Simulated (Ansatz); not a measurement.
A relaxed structure of CaC2. Space group I4/mmm (No. 139). Computed with r2SCAN (plane waves to 500 eV, PAW, scalar-relativistic; Ansatz, a first-principles code).

Space group I4/mmm (No. 139); a = b = 3.866 Å, c = 6.393 Å, α = β = γ = 90.00°

```csv
atom,site,symmetry,x,y,z
Ca,2a,4/mmm,0.0000,0.0000,0.0000
C,4e,4mm,0.0000,0.0000,0.4021
```
(The calculation used a cell of 3 atoms; values per cell refer to that cell.)

- Volume per atom: 15.93 Å³
- Band gap: 1.66 eV, indirect (valence top at 85 % of the way from Γ to M, conduction bottom at X) (no spin-orbit coupling)
- Smallest direct gap: 2.72 eV at X
- Shortest distances: C–C 1.25 Å; C–Ca 2.57 Å
- k-mesh: 12×12×12

Band energies at high-symmetry points (eV from the VBM; labels of this space group; no spin-orbit coupling), from −5 eV up to 4.7 eV:

```tsv
point	energies
Γ	-2.67 -2.50 -0.88 -0.88 3.66 3.66
X	-3.32 -2.69 -1.51 -1.06 1.66
P	-3.75 -2.26 -2.26 -0.41 3.78 3.78
N	-4.45 -2.35 -1.74 -0.82
M	-4.79 -1.54 -1.54 0.00 3.81
S	-4.36 -2.66 -1.73 -0.40
S0	-4.36 -2.66 -1.73 -0.40
R	-3.94 -2.45 -2.07 -0.63 3.30
```

No spin polarisation in the result.

The run could not lose the symmetry of its start.

The first start was generated by placing the elements on the sites of a structure type. Materials Project lists a structure of CaC2 in the same space group, I4/mmm (No. 139); the sites were not compared with it, nor with measured phases.
